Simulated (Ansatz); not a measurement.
HfN:
```yaml
crystal:
  lattice:
    - [0.00000, 2.27396, 2.27396]
    - [2.27396, 0.00000, 2.27396]
    - [2.27396, 2.27396, 0.00000]
  atoms:
    - { symbol: N, position: [0.00000, 0.00000, 0.00000] }
    - { symbol: Hf, position: [0.50000, 0.50000, 0.50000] }
```

Relaxed with PBE. Special points in fractions of this cell's reciprocal vectors: Γ (0.000, 0.000, 0.000); X (0.500, 0.000, 0.500); U (0.625, 0.250, 0.625); K (0.375, 0.375, 0.750); L (0.500, 0.500, 0.500); W (0.500, 0.250, 0.750).

### Question
List the band energies nearest the Fermi level at these points for PBE (plane waves, PAW; program Ansatz).

### Answer
In eV from the Fermi level; about four levels below and three above (degenerate sets whole), none deeper than 8.9 eV; … stands for higher levels left out; points with the same levels are listed once.

```
k                                below                above
-  -----------------------------------  -------------------
Γ  -2.96 -2.96 -2.96 -0.38 -0.38 -0.38               1.55 …
X              -5.47 -3.77 -3.67 -3.67  3.96 5.31 5.33 5.33
U              -6.31 -5.57 -4.93 -0.85       3.74 4.30 5.77
L                    -8.82 -6.15 -6.15       3.13 3.56 3.56
W                    -6.09 -5.49 -5.49       1.07 1.07 5.30
```

Space group Fm-3m (rock salt). The cell was relaxed with PBE under the symmetry of its start. The run is not spin-polarised. With an odd number of electrons in the cell and no spin polarisation, the count alone makes it a metal. Scalar-relativistic: spin–orbit coupling is off unless named, which matters more the heavier the elements.

Potentials: the later of the program's two PAW sets.
